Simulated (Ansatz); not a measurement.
An element in the diamond structure gives these cold pressures by all-electron LAPW under LDA (Ansatz 0.2.0, scalar-relativistic, no spin polarisation).

| V (Å³/atom) | P (GPa) |
| --- | --- |
| 14.04 | 0.01 |
| 13.33 | 2.67 |
| 11.93 | 10.17 |
| 10.53 | 22.2 |
| 9.12 | 42.0 |
| 7.72 | 76.4 |
| 6.32 | 141.0 |
| 5.61 | 195.1 |

(1) Which element is it?

Results:

(1) Be. Its zero-pressure volume in this structure is near 14.0 Å³/atom; the volume and the steepness of P(V) together point to it, though neighbours can come close. Other candidates weren't computed, and some may come near.
